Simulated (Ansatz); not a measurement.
ScAg (CsCl type)

```
CELL_PARAMETERS angstrom
      3.33906     0.00000     0.00000
      0.00000     3.33906     0.00000
      0.00000     0.00000     3.33906
ATOMIC_POSITIONS crystal
  Sc 0.50000 0.50000 0.50000
  Ag 0.00000 0.00000 0.00000
```

The slice is a {100} plane (indices of the conventional cell) through the point (0.000, 0.000, 0.000) (fractional), spanned by u = [100] and v = [010] in vectors of this cell: u (3.34 Å) and v (3.34 Å, at 90° to u). It covers one period; positions are fractions (u, v).

The numbers are results of LDA (plane waves to 420 eV, PAW, scalar-relativistic; Ansatz, an electronic-structure program), not measurements. k mesh 14×14×14. Near the nuclei the fields are pseudised (PAW); where an atom keeps semicore shells as valence, they peak there. ScAg is run without spin polarisation. ScAg was relaxed with its symmetry unable to fall.

### Question
Predict the map of the electron localisation function (ELF) on the slice.

### Answer
```tsv
v \ u	0.00	0.10	0.20	0.30	0.40	0.50	0.60	0.70	0.80	0.90
0.90	x	x	0.45	0.25	0.27	0.32	0.27	0.25	0.45	x
0.80	0.51	0.45	0.31	0.25	0.33	0.36	0.33	0.25	0.31	0.45
0.70	0.27	0.25	0.25	0.32	0.34	0.32	0.34	0.32	0.25	0.25
0.60	0.25	0.27	0.33	0.34	0.25	0.19	0.25	0.34	0.33	0.27
0.50	0.30	0.32	0.36	0.32	0.19	0.13	0.19	0.32	0.36	0.32
0.40	0.25	0.27	0.33	0.34	0.25	0.19	0.25	0.34	0.33	0.27
0.30	0.27	0.25	0.25	0.32	0.34	0.32	0.34	0.32	0.25	0.25
0.20	0.51	0.45	0.31	0.25	0.33	0.36	0.33	0.25	0.31	0.45
0.10	x	x	0.45	0.25	0.27	0.32	0.27	0.25	0.45	x
0.00	x	x	0.51	0.27	0.25	0.30	0.25	0.27	0.51	x
```

Values: electron localisation function (ELF). Points within 0.5 Å of a nucleus are blanked (x), as the pseudised field means little there.
